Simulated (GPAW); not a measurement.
**Equation of state of Ga under PBEsol**

```cif
data_structure
_symmetry_space_group_name_H-M 'P 1'
_symmetry_Int_Tables_number 1
_cell_length_a 5.1830
_cell_length_b 5.1830
_cell_length_c 5.1830
_cell_angle_alpha 109.471
_cell_angle_beta 109.471
_cell_angle_gamma 109.471
_cell_volume 107.18
loop_
_atom_site_label
_atom_site_type_symbol
_atom_site_fract_x
_atom_site_fract_y
_atom_site_fract_z
_atom_site_occupancy
Ga1 Ga 0.37500 0.62500 0.75000 1
Ga2 Ga 0.62500 0.75000 0.37500 1
Ga3 Ga 0.87500 0.25000 0.12500 1
Ga4 Ga 0.75000 0.37500 0.62500 1
Ga5 Ga 0.12500 0.87500 0.25000 1
Ga6 Ga 0.25000 0.12500 0.87500 1
```

This isn't the form of Ga at room conditions, which is orthorhombic.

The cell was scaled at fixed shape and fractions and run with GPAW, PAW data sets generated for this functional, cutoff 600 eV; PBEsol, k mesh 6 × 6 × 6 on the cell of 6 atoms, fermi-dirac occupations of 0.05 eV, no spin polarisation, no spin-orbit coupling. Energies are those that the program minimises, any entropy of the smearing included. For a metal such a mesh isn't converged to the digits shown.

| V (Å³/atom) | energy over the lowest row (meV/atom) |
| --- | --- |
| 16.7919 | 13.109 |
| 17.1492 | ? |
| 17.5065 | 1.185 |
| 17.8637 | 0.000 |
| 18.2210 | 1.506 |
| 18.5783 | 5.397 |
| 18.9356 | 11.404 |

Question: Fit the third-order Birch-Murnaghan form, give V0, B0 and B′, and predict the energy left open.

Answer: With y = (V0/V)^(2/3), E = E0 + (9 V0 B0/16) [(y - 1)³ B′ + (y - 1)² (6 - 4y)]. Least squares through the rows shown give V0 = 17.8355 Å³/atom, E0 = -0.011 meV, B0 = 60.89 GPa (1 eV/Å³ = 160.218 GPa) and B′ = 5.11, with a largest miss of 0.003 meV. At V = 17.1492 the form with these constants gives 5.425 meV; the run gave 5.419 meV an atom.
